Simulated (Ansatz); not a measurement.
Here is the system:

Cr3Os:
```yaml
crystal:
  lattice:
    - [4.59169, 0.00000, 0.00000]
    - [0.00000, 4.59169, 0.00000]
    - [0.00000, 0.00000, 4.59169]
  atoms:
    - { symbol: Cr, position: [0.25000, 0.00000, 0.50000] }
    - { symbol: Cr, position: [0.50000, 0.75000, 0.00000] }
    - { symbol: Cr, position: [0.75000, 0.00000, 0.50000] }
    - { symbol: Cr, position: [0.50000, 0.25000, 0.00000] }
    - { symbol: Cr, position: [0.00000, 0.50000, 0.75000] }
    - { symbol: Cr, position: [0.00000, 0.50000, 0.25000] }
    - { symbol: Os, position: [0.00000, 0.00000, 0.00000] }
    - { symbol: Os, position: [0.50000, 0.50000, 0.50000] }
```

This is the PBEsol-relaxed structure.

Task: All from PBEsol (plane waves, PAW; program Ansatz), unless another level is named. Give the density of states at the Fermi level.

Result: 1.5 states/eV per atom (mean over ±0.08 eV).

Task: Next, the formation energy from the elements (no fitted shifts)?

Result: 0.028 eV/atom.

Space group Pm-3n (A15 (Cr3Si type)). The workflow started from an entry of the Crystallography Open Database (COD). Its standing as an ambient phase is unchecked. Symmetry was held in the PBEsol relaxation; whether a distortion lowers the energy is not shown. The workflow began spin-polarised and lost its moments. The references are the lowest solids computed at this level, not always the standard phases. Spin–orbit coupling is left out wherever it is not named.

Potentials: the later of the program's two PAW sets.
